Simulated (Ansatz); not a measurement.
# Does relaxation matter for the field gradients of CdS with Cl replacing S?

Start: a supercell of CdS (zinc blende type, F-43m) built from an entry of the Crystallography Open Database (COD), with all atoms left at the host's positions.

Space group F-43m (No. 216); a = 17.4990 Å.

```csv
site,Wyckoff,site symmetry,x,y,z
Cd1,16e,.3m,0.4167,0.0833,0.4167
Cd3,24g,2.mm,0.7500,0.0833,0.7500
Cd5,48h,..m,0.7500,0.9167,0.5833
Cd14,4d,-43m,0.7500,0.7500,0.7500
Cd18,16e,.3m,0.0833,0.5833,0.9167
Cl,4a,-43m,0.5000,0.0000,0.5000
S29,48h,..m,0.6667,0.0000,0.6667
S32,16e,.3m,0.8333,0.8333,0.6667
S36,16e,.3m,0.1667,0.6667,0.8333
S42,24f,2.mm,0.0000,0.6667,0.0000
```

One atom of each set is listed; the run and its k-mesh use a cell of 54 atoms with edges of 12.37, 12.37, 12.37 Å.

Level of theory: DFT, PBE, plane waves and PAW, scalar-relativistic, 420 eV cutoff, Γ-centred 2×2×2 k-points, Fermi–Dirac smearing 0.01 eV, cell charge +1 (Ansatz 0.2.0).

The largest force at the start is 1.3 eV/Å. Relaxing the ions at fixed cell moves them by 0.217 Å at most (atom 4, Cd) and 0.062 Å rms.

```tsv
site	moved (Å)	first shell before	first shell after	V_zz before (10²¹ V/m²)	η before
Cd1	0.217	1 Cl at 2.53 Å, 3 S at 2.53 Å	3 S at 2.48 Å, 1 Cl at 2.74 Å	9.89	0.00
Cd3	0.005	4 S at 2.53 Å	4 S at 2.52–2.54 Å	-0.92	0.24
Cd5	0.027	4 S at 2.53 Å	4 S at 2.51–2.53 Å	0.56	0.93
Cd18	0.002	4 S at 2.53 Å	4 S at 2.52–2.53 Å	0.096	0.00
Cl	0.000	4 Cd at 2.53 Å	4 Cd at 2.74 Å	0.00	–
S29	0.025	4 Cd at 2.53 Å	4 Cd at 2.48–2.54 Å	1.98	0.10
S32	0.005	4 Cd at 2.53 Å	4 Cd at 2.52 Å	-0.37	0.00
S36	0.001	4 Cd at 2.53 Å	4 Cd at 2.52–2.53 Å	-0.43	0.00
S42	0.006	4 Cd at 2.53 Å	4 Cd at 2.51–2.52 Å	-0.19	0.19
```

Problem. What are V_zz and η after the relaxation?

Solution. 

| site | V_zz after | η after | change of V_zz |
| --- | --- | --- | --- |
| Cd1 | 15.61 | 0.00 | +5.72 |
| Cd3 | 0.86 | 0.66 | – |
| Cd5 | 1.10 | 1.00 | +0.54 |
| Cd18 | 0.14 | 0.00 | +0.04 |
| Cl | 0.00 | – | 0.00 |
| S29 | 1.30 | 0.16 | -0.68 |
| S32 | -0.062 | 0.00 | +0.30 |
| S36 | -0.29 | 0.00 | +0.14 |
| S42 | 0.26 | 0.18 | – |

The largest change of V_zz along a kept axis is on Cd1, from 9.89 to 15.61. In per cent, |V_zz| changes by +58 to +97 on Cd, -34 on S (all sites that start above 0.5, bar those whose gradient vanishes or changes sign or whose main axis turns by over 40°). On Cd3, S42 the largest principal value lies along another axis in the second run, so the two V_zz can't be compared directly. Other sites without a gradient aren't listed.

The defect repeats with the cell of 54 atoms, so it feels its images: sites between two images don't show the values beside a lone defect, and zeros or small values of η there can come from the images' arrangement. A uniform background compensates the cell's charge. Without spin–orbit coupling (the program notes it for Cd) the gradients can shift somewhat, as the gap is small.
Before: The neighbours have not yet relaxed around the defect (largest force 1.3 eV/Å), so a real crystal will differ.
After: The relaxation keeps the site symmetry -43m of the start, so the impurity can't leave its site; a start off the site could end lower.
